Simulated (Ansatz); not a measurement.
Single point in Ansatz 0.2.0 with PBE, no spin polarisation. Cutoff 420 eV, PAW datasets, 5×5×5 Γ-centred k mesh, fermi-dirac filling (width 0.1 eV).

Computed maps in the lattice plane spanned by b (left to right, 8.02 Å, 24 points from zero) and c (bottom to top, 8.02 Å, 24 points from zero), 60° apart, at height 0.755 along a. The fields are smooth PAW ones with compensation charges, not the true ones near nuclei.

Valence density. Digits on a logarithmic scale: 0 up to 0.03 e/Å³, each further digit a factor of 1.6, 9 from 1.3 e/Å³ up:
```
234444321100123443210011
245666532000135666531001
246788764200146788764100
246888886410146888886410
136886788531136886788631
125787278742125786078752
113588778753113688668863
101467888753101468888864
100135777653100246788764
100013455543100013566653
100001233332100001234432
111111112221111111111111
123332211111123333210000
234555422111234555431000
246777653211235677754201
246888875321235788886421
246887887521135787788632
235786388642124787278753
224688678752113578768864
323568888753101368888864
322356788753100145788764
322234566643100013566654
222222344432100001234443
223332222221111111112222
```

Problem. The cell is Cs2YBr6Cl. Which atoms lie within 0.2 Å of this plane, and where (fractions of b and c)?

Solution. Br at (0.24, 0.24), Br at (0.24, 0.76), Br at (0.76, 0.24), Cs at (0.75, 0.75). The whole cell:
```xyz
10
Lattice="0.0000 5.6735 5.6735 5.6735 0.0000 5.6735 5.6735 5.6735 0.0000" Properties=species:S:1:pos:R:3 pbc="T T T"
Cl    5.6735    5.6735    5.6735
Br    2.7755    5.6735    5.6735
Br    5.6735    2.7755    5.6735
Br    8.5716    5.6735    5.6735
Br    5.6735    8.5716    5.6735
Br    5.6735    5.6735    2.7755
Br    5.6735    5.6735    8.5716
Y     0.0000    0.0000    0.0000
Cs    2.8368    2.8368    2.8368
Cs    8.5103    8.5103    8.5103
```

Origin: a known structure type with other elements, at an estimated volume, so it need not be a known compound. Caveats: many states at the Fermi level without spin polarisation, so a magnetic state may lie lower.
